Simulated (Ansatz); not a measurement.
Relaxed C (diamond):

```
C
1.0
    0.00000     3.57162     3.57162
    1.78581     1.78581     3.57162
    1.78581     1.78581     0.00000
C
4
Cartesian
  1.78581   1.78581   1.78581
  1.78581   3.57162   3.57162
  2.67871   2.67871   2.67871
  2.67871   4.46452   4.46452
```

The atoms are displaced by Q × the pattern below (from a DFPT mode at X = (0.5, 0.5, 0.0), largest move 1; Q in Å), at fixed cell. It is one choice among 2 degenerate patterns. (q is in reciprocal vectors of the primitive cell; the cell shown is doubled to hold the pattern.)

| atom | x | y | z |
|---|---|---|---|
| C1 | -0.344 | 0.939 | 0.000 |
| C2 | 0.344 | -0.939 | 0.000 |
| C3 | 0.939 | -0.344 | 0.000 |
| C4 | -0.939 | 0.344 | 0.000 |

All values below come from PBE (plane waves to 420 eV, PAW, scalar-relativistic; Ansatz, a quantum-chemistry and plane-wave program). k mesh 16×16×16 (Γ-centred), Fermi-Dirac smearing 0.05 eV. C was relaxed with its symmetry unable to fall. The PAW data are Ansatz's earlier set. 

```json
[
 {"Q (Å)": "-0.180", "−dE/dQ from forces (eV/Å)": "19.053"},
 {"Q (Å)": "-0.150", "−dE/dQ from forces (eV/Å)": "16.006"},
 {"Q (Å)": "-0.120", "−dE/dQ from forces (eV/Å)": "12.869"},
 {"Q (Å)": "-0.090", "−dE/dQ from forces (eV/Å)": "9.678"},
 {"Q (Å)": "-0.060", "−dE/dQ from forces (eV/Å)": "6.460"},
 {"Q (Å)": "-0.030", "−dE/dQ from forces (eV/Å)": "3.231"},
 {"Q (Å)": "0.000", "−dE/dQ from forces (eV/Å)": "0.000"},
 {"Q (Å)": "0.030", "−dE/dQ from forces (eV/Å)": "-3.231"},
 {"Q (Å)": "0.060", "−dE/dQ from forces (eV/Å)": "-6.460"},
 {"Q (Å)": "0.090", "−dE/dQ from forces (eV/Å)": "-9.678"},
 {"Q (Å)": "0.120", "−dE/dQ from forces (eV/Å)": "-12.869"},
 {"Q (Å)": "0.150", "−dE/dQ from forces (eV/Å)": "-16.006"},
 {"Q (Å)": "0.180", "−dE/dQ from forces (eV/Å)": "-19.053"}
]
```

What harmonic wavenumber does the curvature at Q = 0 give?

781 cm⁻¹. E″ = 107.70 eV/Å², M = Σ mᵢ|uᵢ|² = 48.0 u, ν̃ = 521.5·√(|E″|/M).

(For displaced atoms, the force is minus the slope of the energy, and its curvature is a force constant, which sets phonon frequencies.)
